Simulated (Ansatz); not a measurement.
**One relaxed cell of Na2WO4 at several levels**

A database entry relaxed whole under r2SCAN at zero pressure (Fd-3m, No. 227):

```
CELL_PARAMETERS angstrom
0.00000 4.54362 4.54362
4.54362 0.00000 4.54362
4.54362 4.54362 0.00000
ATOMIC_POSITIONS crystal
Na 0.62500 0.62500 0.62500
Na 0.12500 0.62500 0.62500
Na 0.62500 0.62500 0.12500
Na 0.62500 0.12500 0.62500
W 0.00000 0.00000 0.00000
W 0.25000 0.25000 0.25000
O 0.88667 0.88667 0.88667
O 0.91000 0.36333 0.36333
O 0.88667 0.88667 0.34000
O 0.36333 0.91000 0.36333
O 0.34000 0.88667 0.88667
O 0.36333 0.36333 0.36333
O 0.88667 0.34000 0.88667
O 0.36333 0.36333 0.91000
```

Its volume is 13.40 Å³ an atom, -1.4 % against the entry's 13.59, a measured cell (2015, 298 K).

Single points on this cell with plane-wave PAW DFT (Ansatz 0.2.0; r2SCAN 500 eV, hybrids 420 eV; fermi-dirac occupations of width 0.020 eV; no moments): r2SCAN on a 6×6×6 Γ-centred mesh; r2SCAN with spin-orbit coupling on a 6×6×6 Γ-centred mesh; HSE06 on a 4×4×4 Γ-centred mesh; PBE0 on a 4×4×4 Γ-centred mesh.

Problem. How do gap, pressure and charges move from level to level?

Solution. The runs give:

```json
{"level": "r2SCAN", "gap (eV), or kind": "5.73", "pressure (GPa)": "0.0", "Bader charge of Na (e)": "+0.89", "Bader charge of W (e)": "+2.93", "Bader charge of O (e)": "-1.18"}
{"level": "r2SCAN with spin-orbit coupling", "gap (eV), or kind": "5.69", "pressure (GPa)": "-0.2", "Bader charge of Na (e)": "+0.89", "Bader charge of W (e)": "+2.93", "Bader charge of O (e)": "-1.18"}
{"level": "HSE06", "gap (eV), or kind": "its mesh misses the band edges", "pressure (GPa)": "-0.4", "Bader charge of Na (e)": "+0.89", "Bader charge of W (e)": "+2.99", "Bader charge of O (e)": "-1.19"}
{"level": "PBE0", "gap (eV), or kind": "its mesh misses the band edges", "pressure (GPa)": "-0.4", "Bader charge of Na (e)": "+0.89", "Bader charge of W (e)": "+3.00", "Bader charge of O (e)": "-1.19"}
```

Under r2SCAN the gap is 5.73 eV, over mesh and band path. Spin-orbit coupling moves the r2SCAN gap by -0.04 eV. The charge on W goes from +2.93 to +2.99 e under HSE06.

Caveats: the relaxation kept the start's symmetry; hybrid pressures are good to a few tenths of a GPa; pressure is positive in compression.
